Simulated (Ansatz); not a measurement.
Consider the following.

PdSeO₃:
```
PdSeO3
1.0
    3.44379     3.44259     0.00000
   -3.44379     3.44259     0.00000
   -3.29908     0.00000     5.90901
Pd Se O
2 2 6
Direct
  0.00000   0.50000   0.00000
  0.50000   0.00000   0.00000
  0.32612   0.67388   0.63116
  0.67388   0.32612   0.36884
  0.57098   0.03322   0.29504
  0.42902   0.96678   0.70496
  0.03322   0.57098   0.70496
  0.96678   0.42902   0.29504
  0.39120   0.60880   0.13850
  0.60880   0.39120   0.86150
```

This is the LDA-relaxed structure. Cartesian axes are those of the cell as given.

Task: All from plane-wave PAW LDA (Ansatz code), unless another level is named. Predict the bulk modulus (Birch–Murnaghan fit).

Result: 29.7 GPa.

Task: What about the elastic constants (relaxed ions, GPa)?

Result: C11 = 33.0, C22 = 129, C33 = 44.0, C12 = 43.5, C13 = 31.5, C23 = 23.7, C44 = 33.9, C55 = 26.7, C66 = 28.8, C15 = -0.9, C25 = 7.9, C35 = -10.0, C46 = -10.3.

Space group C2/m. The first step of the workflow began from a Materials Project structure, measured or hypothetical; the Crystallography Open Database copy checked does not list it. COD files the formula under space group No. 11. Whether it is the stable phase at ambient conditions was not checked. The cell was relaxed with LDA under the symmetry of its start; whether a distortion lowers the energy is not shown. The run is not spin-polarised. A crystal of weakly bound layers computed without a dispersion correction: the cell and the soft elastic constants depend strongly on that.

Potentials: the later of the program's two PAW sets.
